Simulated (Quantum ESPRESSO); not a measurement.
Ti₃GaO₇F (made-up cell) (calculated)

Computed with Quantum ESPRESSO 7.5. Calculation on a made-up crystal cell, not a measurement, run twice, once with a planted mistake found by running each candidate: periodic Kohn-Sham density functional theory in plane waves with PseudoDojo standard norm-conserving scalar-relativistic pseudopotentials, each functional with its own files (v0.5 for PBE, v0.4.1 for LDA and PBEsol), no spin polarisation, no spin-orbit coupling, atoms not relaxed, stress positive in tension, energies less a fixed whole-eV offset for each atom's element; levels are Kohn-Sham levels at fractions of this cell's reciprocal vectors, counted from the reference band (half the neutral cell's valence electrons, rounded up) at Gamma; error bars cover cutoff and k-mesh only, not smearing or the files; each bar is the largest change over components, and at least 0.002 eV, 0.002 eV per angstrom or 0.02 GPa; a charged cell sits in a uniform background, with energy and stress on this program's zero of potential; no dispersion term; energies are for the whole cell, and the offsets were chosen from early runs and are not element reference energies; a distance is the largest change of any value in units of its error bar (the energy's for the smearing term), a scale change is of lengths, and a coarse mesh keeps the half-step shift.

Common to all entries: lattice type rutile, doubled along c; intended functional pbe; intended cutoff 1143 eV; intended fermi dirac smearing 0.025 eV; intended scf tolerance 1e-07 eV; intended electrons removed 0; healthy free energy less offsets 1.379 eV; healthy scf iterations 20; healthy smearing term minus ts 0 eV; healthy pressure 5.99 GPa; healthy stress xx -4.77 GPa; healthy stress yy -4.11 GPa; healthy stress zz -9.09 GPa; healthy stress yz 1.86 GPa; healthy stress xz 1.93 GPa; healthy stress xy -4.92 GPa; healthy reference band 49; faulty smearing term minus ts 0 eV; faulty reference band 49; candidate k points along each vector 2; candidate cutoff 667 eV; candidate smearing 0.35 eV; candidate functional pbesol; candidate scf tolerance 0.3 eV; candidate electrons removed 1; candidate scale change 0.86 percent; candidate first exchanged site 8; candidate second exchanged site 10; intended k mesh 5 x 5 x 4, shifted by half a step; structure shown as intended, without the mistake.

(1) Ti₃GaO₇F (made-up cell)

Intended structure:
```xyz
12
Lattice="4.6261 0.0000 0.0000 0.0000 4.6261 0.0000 0.0000 0.0000 5.9094" Properties=species:S:1:pos:R:3 Ti3GaO7F
Ti     0.0244     0.1065    -0.0831
Ti     2.2229     2.1991     1.4820
Ga    -0.0044    -0.0025     2.7706
Ti     2.3227     2.3233     4.4431
O      1.4608     1.3254    -0.1175
O      3.1575     3.2376     0.0846
O      3.7776     1.1409     1.5791
O      0.9059     3.7074     1.5741
O      1.4288     1.3920     3.1151
F      3.2380     3.1127     3.0560
O      3.6266     0.7477     4.5006
O      0.9071     3.7005     4.3847
```

- faulty free energy less offsets: 1.372 eV
- faulty scf iterations: 22
- faulty pressure: 5.96 GPa
- faulty stress xx: -4.87 GPa
- faulty stress yy: -4.23 GPa
- faulty stress zz: -8.79 GPa
- faulty stress yz: 1.84 GPa
- faulty stress xz: 1.91 GPa
- faulty stress xy: -4.99 GPa
- fault kind: ?

Atoms:
```
atoms element  atom site  atom energy offset (eV)
           Ti          1                    -1614
           Ti          2                    -1614
           Ga          3                    -2080
           Ti          4                    -1614
            O          5                     -452
            O          6                     -452
            O          7                     -452
            O          8                     -452
            O          9                     -452
            F         10                     -677
            O         11                     -452
            O         12                     -452
```

Healthy forces:
```
site  x (eV/Å)  y (eV/Å)  z (eV/Å)
   1    -0.383    -1.956     -0.77
   2    -0.739     0.353    -1.598
   3     0.482     1.132     3.746
   4    -1.539    -0.007     2.312
   5    -0.106     0.542      2.01
   6    -0.102    -0.407     0.498
   7    -0.171    -1.024    -1.107
   8     1.052    -1.225      -2.1
   9     0.265     0.353    -1.546
  10     0.995     1.331     -1.57
  11     0.312     0.964    -0.699
  12    -0.065    -0.056     0.826
```

Healthy levels:
```
level k point  next band up (eV)
        Gamma              1.943
(1/2,1/2,1/2)               2.22
   (0.15,0,0)              1.993
   (0,0.15,0)              1.998
   (0,0,0.15)              2.008
```

Faulty forces:
```
site  x (eV/Å)  y (eV/Å)  z (eV/Å)
   1    -0.412    -1.977    -0.782
   2    -0.745     0.344    -1.616
   3      0.48     1.134     3.739
   4    -1.537    -0.018     2.286
   5    -0.118     0.526     2.022
   6    -0.093    -0.382     0.493
   7    -0.163    -1.005    -1.106
   8     1.073    -1.217    -2.098
   9     0.255     0.345    -1.567
  10     0.987     1.329    -1.553
  11     0.306     0.992    -0.674
  12    -0.032    -0.071     0.855
```

Faulty levels:
```
level k point  next band up (eV)
        Gamma              1.943
(1/2,1/2,1/2)               2.22
   (0.15,0,0)              1.993
   (0,0.15,0)              1.998
   (0,0,0.15)              2.008
```

Candidate mistake: coarse kmesh, low cutoff, wide smearing, wrong functional, loose scf, wrong charge, cell scaled, atoms exchanged

(2) Ti₃GaO₇F (made-up cell)

Structure as in entry 1.

- faulty free energy less offsets: 16.785 eV
- faulty scf iterations: 19
- faulty pressure: -102.78 GPa
- faulty stress xx: 104.35 GPa
- faulty stress yy: 104.71 GPa
- faulty stress zz: 99.28 GPa
- faulty stress yz: 1.63 GPa
- faulty stress xz: 2.26 GPa
- faulty stress xy: -4.86 GPa
- fault kind: ?

Atoms:
```
atoms element  atom site  atom energy offset (eV)
           Ti          1                    -1614
           Ti          2                    -1614
           Ga          3                    -2080
           Ti          4                    -1614
            O          5                     -452
            O          6                     -452
            O          7                     -452
            O          8                     -452
            O          9                     -452
            F         10                     -677
            O         11                     -452
            O         12                     -452
```

Healthy forces:
```
site  x (eV/Å)  y (eV/Å)  z (eV/Å)
   1    -0.383    -1.956     -0.77
   2    -0.739     0.353    -1.598
   3     0.482     1.132     3.746
   4    -1.539    -0.007     2.312
   5    -0.106     0.542      2.01
   6    -0.102    -0.407     0.498
   7    -0.171    -1.024    -1.107
   8     1.052    -1.225      -2.1
   9     0.265     0.353    -1.546
  10     0.995     1.331     -1.57
  11     0.312     0.964    -0.699
  12    -0.065    -0.056     0.826
```

Healthy levels:
```
level k point  next band up (eV)
        Gamma              1.943
(1/2,1/2,1/2)               2.22
   (0.15,0,0)              1.993
   (0,0.15,0)              1.998
   (0,0,0.15)              2.008
```

Faulty forces:
```
site  x (eV/Å)  y (eV/Å)  z (eV/Å)
   1    -0.595    -2.053    -0.544
   2    -0.783     0.434    -1.427
   3     0.464     1.337     3.689
   4    -1.376    -0.054     2.255
   5    -0.138      0.51     1.964
   6     0.069    -0.239     0.447
   7      0.08    -1.265    -1.142
   8     1.044    -1.205    -2.256
   9     0.146     0.255    -1.575
  10     0.936     1.299    -1.583
  11     0.232     1.015    -0.632
  12     -0.08    -0.036     0.804
```

Faulty levels:
```
level k point  next band up (eV)
        Gamma              2.025
(1/2,1/2,1/2)              2.329
   (0.15,0,0)              2.071
   (0,0.15,0)              2.077
   (0,0,0.15)              2.104
```

Candidate mistake: coarse kmesh, low cutoff, wide smearing, wrong functional, loose scf, wrong charge, cell scaled, atoms exchanged

To be estimated
1. What fault kind does the calculation give for Ti₃GaO₇F (made-up cell) (entry 1)?
2. What fault kind does the calculation give for Ti₃GaO₇F (made-up cell) (entry 2)?

Calculated values
1. coarse kmesh
2. low cutoff

Further results for Ti₃GaO₇F (made-up cell) (entry 1):

* other mistakes compared: 7
* distance from healthy: 16.15 error bars
* distance from nearest other mistake: 116.1 error bars
* healthy error bar energy: 0.003376 eV
* healthy error bar stress: 0.03529 GPa
* healthy error bar force: 0.002 eV/Å
* healthy error bar next band up: 0.002 eV

Further results for Ti₃GaO₇F (made-up cell) (entry 2):

* other mistakes compared: 7
* distance from healthy: 4563 error bars
* distance from nearest other mistake: 2910 error bars
* healthy error bar energy: 0.003376 eV
* healthy error bar stress: 0.03529 GPa
* healthy error bar force: 0.002 eV/Å
* healthy error bar next band up: 0.002 eV
